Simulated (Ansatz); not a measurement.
Polymorphs of TePd, each relaxed with DFT-r²SCAN in the program Ansatz with PAW potentials:

A: NiAs type (P6_3/mmc)
a = 4.1857 Å, b = 4.1857 Å, c = 5.7381 Å, α = 90.00°, β = 90.00°, γ = 120.00°

```json
[
 {"atom": "Te", "site": "2c", "symmetry": "-6m2", "x": "0.3333", "y": "0.6667", "z": "0.2500"},
 {"atom": "Pd", "site": "2a", "symmetry": "-3m.", "x": "0.0000", "y": "0.0000", "z": "0.0000"}
]
```

B: CsCl type (Pm-3m)
a = 3.441 Å, b = 3.441 Å, c = 3.441 Å, α = 90.00°, β = 90.00°, γ = 90.00°

```csv
atom,site,symmetry,x,y,z
Pd,1a,m-3m,0.0000,0.0000,0.0000
Te,1b,m-3m,0.5000,0.5000,0.5000
```

Rank these by energy per atom at 0 K (lowest first), as r²SCAN gives it.

A (+0 meV/atom), B (+310 meV/atom)

Constructed cells (a structure type filled with these elements, in neither database checked): B. Standing as an ambient phase not checked: A. All cells were relaxed under the symmetry of their starts (and spin orders); stability against distortions was not tested throughout. Rows with no word on spin ran without spin polarisation. Spin–orbit coupling is left out wherever it is not named.

Energies hold the estimated change up to a 700 eV cutoff; steps of a few meV lie near the error of the meshes.

Potentials: the earlier of the program's two PAW sets.
